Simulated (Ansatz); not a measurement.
# Cohesion in the molecular crystal I2

Computed with DFT PBE+D3(BJ), scalar-relativistic, plane waves, PAW in Ansatz.

Cutoff 420 eV; k points 6×6×4 on the computed 4-atom cell (Γ-centred); Gaussian smearing, width 0.02 eV; no spin polarisation.

The relaxed primitive cell holds 2 I2 (symmetry kept; residual pressure 0.01 GPa). Each molecule is also computed alone in a box with 9 Å or more between images, first as cut from the crystal, then relaxed.

```cif
data_structure
_symmetry_space_group_name_H-M 'Cmce'
_symmetry_Int_Tables_number 64
_cell_length_a 7.3511
_cell_length_b 4.4849
_cell_length_c 9.6555
_cell_angle_alpha 90.000
_cell_angle_beta 90.000
_cell_angle_gamma 90.000
_cell_volume 318.33
loop_
_atom_site_label
_atom_site_type_symbol
_atom_site_symmetry_multiplicity
_atom_site_Wyckoff_symbol
_atom_site_fract_x
_atom_site_fract_y
_atom_site_fract_z
_atom_site_occupancy
I1 I 8 f 0.50000 0.67046 0.87754 1
```

The lattice energy is -0.914 eV (-88.2 kJ/mol) a molecule against the relaxed free molecules, without zero-point or thermal terms. Free molecules keep the site symmetry that they have in the crystal, and one conformer stands for all of a formula. The molecules are strained by 0.079 eV each in the crystal, which takes 79.6 Å³ a molecule. The gap on the mesh is 0.87 eV in the crystal and 1.81 eV between the free molecule's highest filled and lowest empty level.

Spin-orbit coupling is left out.

Cost: 3 runs of about 2.3 core-minutes in all, on Arm Neoverse V1 (shared hosts).